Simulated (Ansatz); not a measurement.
AlRu2C:
```
CELL_PARAMETERS angstrom
      2.87893     0.00000     0.00000
     -1.43946     2.49322     0.00000
      0.00000     0.00000    13.35649
ATOMIC_POSITIONS crystal
  Al 0.66667 0.33333 0.25000
  Al 0.33333 0.66667 0.75000
  Ru 0.33333 0.66667 0.40404
  Ru 0.66667 0.33333 0.59596
  Ru 0.66667 0.33333 0.90404
  Ru 0.33333 0.66667 0.09596
  C  0.00000 0.00000 0.50000
  C  0.00000 0.00000 0.00000
```

Relaxed with r²SCAN. Special points in fractions of this cell's reciprocal vectors: Γ (0.000, 0.000, 0.000); M (0.500, 0.000, 0.000); K (0.333, 0.333, 0.000); A (0.000, 0.000, 0.500); L (0.500, 0.000, 0.500); H (0.333, 0.333, 0.500).

### Question
List the band energies nearest the Fermi level at these points for the program Ansatz at the r²SCAN with spin–orbit coupling level (PAW).

### Answer
In eV from the Fermi level; about four levels below and three above (degenerate sets whole), none deeper than 8.9 eV; points with the same levels are listed once.

| k | below | above |
|---|---|---|
| Γ | -0.93 -0.93 -0.90 -0.90 | 0.99 0.99 1.24 1.24 |
| M | -0.90 -0.90 -0.71 -0.71 | 0.36 0.36 0.37 0.37 |
| K | -0.83 -0.83 -0.03 -0.03 | 0.10 0.10 0.58 0.58 |
| A | -0.94 -0.94 -0.94 -0.94 | 1.12 1.12 1.12 1.12 |
| L | -1.03 -1.03 -1.03 -1.03 | 0.01 0.01 0.01 0.01 |
| H | -0.90 -0.90 -0.86 -0.86 | 0.16 0.16 0.24 0.24 |

Space group P6_3/mmc. The start of the workflow was typed in or built on a structure type; neither database checked (COD, Materials Project) lists it. Its standing as an ambient phase is unchecked. The r²SCAN relaxation kept the symmetry of its start; its stability against distortions is not shown here. The run is not spin-polarised.

Potentials: the earlier of the program's two PAW sets.
